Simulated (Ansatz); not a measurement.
# LaPb3: computed DOS

```yaml
crystal:
  lattice:
    - [4.94832, 0.00000, 0.00000]
    - [0.00000, 4.94832, 0.00000]
    - [0.00000, 0.00000, 4.94832]
  atoms:
    - { symbol: La, position: [0.00000, 0.00000, 0.00000] }
    - { symbol: Pb, position: [0.00000, 0.50000, 0.50000] }
    - { symbol: Pb, position: [0.50000, 0.50000, 0.00000] }
    - { symbol: Pb, position: [0.50000, 0.00000, 0.50000] }
```

The cell is the one relaxed in the Materials Project (mp-21432), not relaxed further here; entries there can be hypothetical.

Spin–orbit coupling is left out, though it moves levels of the heavy atoms by tenths of an eV or more.

The calculation used DFT, LDA, all-electron LAPW, scalar-relativistic in Ansatz 0.2.0.

The runs use a Γ-centred 7×7×7 k mesh, Fermi–Dirac smearing of 0.08 eV, basis error target 1 meV/atom, no spin polarisation.

States per eV and cell, averaged over 0.4 eV, from -11.0 to 2.4 eV, with energies (bin centres) from the Fermi level; empty bins are left out. The partial columns, the largest 5 alone, are projections on Löwdin-orthogonalised atomic shells (those that the program's projection atoms carry: the occupied ones and, for some elements, an empty d or f shell; other empty shells have no column), summed over atoms of an element. Weights on diffuse s and p shells depend on that basis and aren't pure angular character.

```json
{"E (eV)": "-10.9", "total": "0.14", "La 4f": "0.00", "Pb 6p": "0.01", "Pb 6s": "0.09", "La 5d": "0.00", "La 6s": "0.04"}
{"E (eV)": "-10.5", "total": "0.51", "La 4f": "0.00", "Pb 6p": "0.06", "Pb 6s": "0.33", "La 5d": "0.00", "La 6s": "0.11"}
{"E (eV)": "-10.1", "total": "0.84", "La 4f": "0.00", "Pb 6p": "0.14", "Pb 6s": "0.56", "La 5d": "0.01", "La 6s": "0.10"}
{"E (eV)": "-9.7", "total": "1.51", "La 4f": "0.00", "Pb 6p": "0.29", "Pb 6s": "1.03", "La 5d": "0.05", "La 6s": "0.08"}
{"E (eV)": "-9.3", "total": "1.31", "La 4f": "0.00", "Pb 6p": "0.25", "Pb 6s": "0.90", "La 5d": "0.10", "La 6s": "0.03"}
{"E (eV)": "-8.9", "total": "0.74", "La 4f": "0.00", "Pb 6p": "0.11", "Pb 6s": "0.52", "La 5d": "0.08", "La 6s": "0.01"}
{"E (eV)": "-8.5", "total": "2.74", "La 4f": "0.00", "Pb 6p": "0.35", "Pb 6s": "2.08", "La 5d": "0.17", "La 6s": "0.06"}
{"E (eV)": "-8.1", "total": "2.75", "La 4f": "0.01", "Pb 6p": "0.30", "Pb 6s": "2.16", "La 5d": "0.21", "La 6s": "0.02"}
{"E (eV)": "-7.7", "total": "1.94", "La 4f": "0.01", "Pb 6p": "0.18", "Pb 6s": "1.56", "La 5d": "0.15", "La 6s": "0.01"}
{"E (eV)": "-7.3", "total": "1.68", "La 4f": "0.01", "Pb 6p": "0.11", "Pb 6s": "1.42", "La 5d": "0.12", "La 6s": "0.00"}
{"E (eV)": "-6.9", "total": "0.83", "La 4f": "0.01", "Pb 6p": "0.03", "Pb 6s": "0.74", "La 5d": "0.05", "La 6s": "0.00"}
{"E (eV)": "-4.1", "total": "0.02", "La 4f": "0.00", "Pb 6p": "0.02", "Pb 6s": "0.00", "La 5d": "0.00", "La 6s": "0.00"}
{"E (eV)": "-3.7", "total": "0.29", "La 4f": "0.00", "Pb 6p": "0.24", "Pb 6s": "0.01", "La 5d": "0.02", "La 6s": "0.01"}
{"E (eV)": "-3.3", "total": "1.77", "La 4f": "0.01", "Pb 6p": "1.37", "Pb 6s": "0.07", "La 5d": "0.17", "La 6s": "0.11"}
{"E (eV)": "-2.9", "total": "1.89", "La 4f": "0.02", "Pb 6p": "1.41", "Pb 6s": "0.10", "La 5d": "0.22", "La 6s": "0.10"}
{"E (eV)": "-2.5", "total": "2.44", "La 4f": "0.02", "Pb 6p": "1.87", "Pb 6s": "0.11", "La 5d": "0.31", "La 6s": "0.06"}
{"E (eV)": "-2.1", "total": "3.88", "La 4f": "0.03", "Pb 6p": "2.85", "Pb 6s": "0.08", "La 5d": "0.82", "La 6s": "0.01"}
{"E (eV)": "-1.7", "total": "4.00", "La 4f": "0.05", "Pb 6p": "2.62", "Pb 6s": "0.18", "La 5d": "1.01", "La 6s": "0.04"}
{"E (eV)": "-1.3", "total": "2.26", "La 4f": "0.04", "Pb 6p": "1.51", "Pb 6s": "0.16", "La 5d": "0.49", "La 6s": "0.01"}
{"E (eV)": "-0.9", "total": "3.05", "La 4f": "0.09", "Pb 6p": "1.81", "Pb 6s": "0.26", "La 5d": "0.78", "La 6s": "0.04"}
{"E (eV)": "-0.5", "total": "0.48", "La 4f": "0.03", "Pb 6p": "0.26", "Pb 6s": "0.03", "La 5d": "0.14", "La 6s": "0.01"}
{"E (eV)": "-0.1", "total": "2.99", "La 4f": "0.28", "Pb 6p": "1.74", "Pb 6s": "0.21", "La 5d": "0.65", "La 6s": "0.03"}
{"E (eV)": "0.3", "total": "2.36", "La 4f": "0.45", "Pb 6p": "1.21", "Pb 6s": "0.14", "La 5d": "0.48", "La 6s": "0.01"}
{"E (eV)": "0.7", "total": "3.76", "La 4f": "0.99", "Pb 6p": "1.66", "Pb 6s": "0.22", "La 5d": "0.77", "La 6s": "0.03"}
{"E (eV)": "1.1", "total": "3.94", "La 4f": "1.90", "Pb 6p": "1.20", "Pb 6s": "0.16", "La 5d": "0.56", "La 6s": "0.03"}
{"E (eV)": "1.5", "total": "23.95", "La 4f": "21.46", "Pb 6p": "0.70", "Pb 6s": "0.16", "La 5d": "1.40", "La 6s": "0.03"}
{"E (eV)": "1.9", "total": "11.13", "La 4f": "7.30", "Pb 6p": "1.05", "Pb 6s": "0.31", "La 5d": "2.30", "La 6s": "0.07"}
{"E (eV)": "2.3", "total": "5.40", "La 4f": "1.20", "Pb 6p": "1.17", "Pb 6s": "0.21", "La 5d": "2.62", "La 6s": "0.06"}
```

Task: Where is the centre of the filled La 5d states between -14 eV and the top of the filled states?

Result: -2.80 eV from the Fermi level.
